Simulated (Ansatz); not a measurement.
The elements of this relaxed trial crystal are hidden behind letters.

```
lattice vectors (Å)
   4.1827    0.0000    0.0000
  -2.0913    3.6223    0.0000
   0.0000    0.0000    5.4300
fractional positions
X 0.0000 0.0000 0.5000
Z 0.3333 0.6667 0.2537
Z 0.6667 0.3333 0.7463
Z 0.0000 0.0000 0.0000
Q 0.3333 0.6667 0.7533
Q 0.6667 0.3333 0.2467
```

These are results of DFT PBE, scalar-relativistic, plane waves, PAW in Ansatz, not measurements. Plane waves to 420 eV, a 12×12×8 mesh through Γ for the 6-atom cell and 0.10 eV Gaussian smearing; no spin polarisation.

- Space group: P-3m1 (No. 164)
- Conventional cell: a = 4.183 Å, c = 5.430 Å
- Volume per atom: 13.71 Å³
- Density: 4.97 g/cm³
- Formation energy: −0.51 eV/atom
- Gap on the 12×12×8 mesh of the 6-atom cell: 0 eV (a metal)

Energies are uncorrected and count from the elements' standard states at the same level.

Task: X is a d-block element of period 4, Z is a p-block element of period 3 and Q is a d-block element of period 4. Which elements are they?

Result: X = Ti, Z = Al, Q = Ni, so the formula is TiAl3Ni2. Density times volume gives a mean mass of 4.97 × 13.71/1.6605 = 41.0 u per atom, and this set has 41.0 u. Around Ti lie 8 Al at 2.71–2.76 Å and 6 Ni at 2.78 Å; Al on a site of symmetry 3m is surrounded by 3 Ni at 2.42 Å, 2 Ni at 2.71–2.72 Å, 3 Ti at 2.76 Å and 3 Al at 2.78 Å; around Ni lie 3 Al at 2.42 Å, 5 Al at 2.71–2.76 Å and 3 Ti at 2.78 Å; 1 more site not described. Other sets within the hints have nearly the same mass, so mass alone doesn't settle it; this one was computed.

Trial moments died out on the coarse mesh, so the last step has no spin; another magnetic start might hold. A structure relaxed within its symmetry needn't be a true minimum.
